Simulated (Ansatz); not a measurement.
ZnS:
```
ZnS
1.0
    1.90375     1.09913     9.35668
   -1.90375     1.09913     9.35668
    0.00000    -2.19826     9.35668
Zn S
3 3
Cartesian
  0.00000   0.00000   0.00034
  0.00000   0.00000  21.83040
  0.00000   0.00000  15.59093
  0.00000   0.00000  25.73283
  0.00000   0.00000  13.25387
  0.00000   0.00000  19.49738
```

Cartesian axes are those of the cell as given.

Q: Give the proper piezoelectric stress tensor with relaxed ions from DFT-r²SCAN in the program Ansatz with PAW potentials.

A: In C/m², rows x, y, z, Voigt columns; mesh uncertainty up to 0.02.
```
 0.00   0.00   0.00   0.00   0.10   0.04
 0.04  -0.04   0.00   0.10   0.00   0.00
 0.12   0.12  -0.16   0.00   0.00   0.00
```

The elastic tensor of the same run (GPa):

|  | 1 | 2 | 3 | 4 | 5 | 6 |
|---|---|---|---|---|---|---|
| 1 | 129 | 58.8 | 44.9 | 4.3 | 0.0 | 0.0 |
| 2 | 58.8 | 129 | 44.9 | -4.3 | 0.0 | 0.0 |
| 3 | 44.9 | 44.9 | 150 | 0.0 | 0.0 | 0.0 |
| 4 | 4.3 | -4.3 | 0.0 | 30.1 | 0.0 | 0.0 |
| 5 | 0.0 | 0.0 | 0.0 | 0.0 | 30.1 | 4.3 |
| 6 | 0.0 | 0.0 | 0.0 | 0.0 | 4.3 | 35.2 |

Q: Convert to strain constants d = e·S.

A: In pC/N:
```
 0.0   0.0   0.0   0.0   3.1   0.7
 0.3  -0.3   0.0   3.1   0.0   0.0
 1.1   1.1  -1.7   0.0   0.0   0.0
```

Space group R3m. The first step of the workflow began from a Materials Project structure, measured or hypothetical; the Crystallography Open Database files this formula in space group No. 160, but the cells were not matched. It is not the phase usual at ambient conditions (space group No. 186, 216). Symmetry was held in the r²SCAN relaxation; whether a distortion lowers the energy is not shown.

Potentials: the later of the program's two PAW sets.
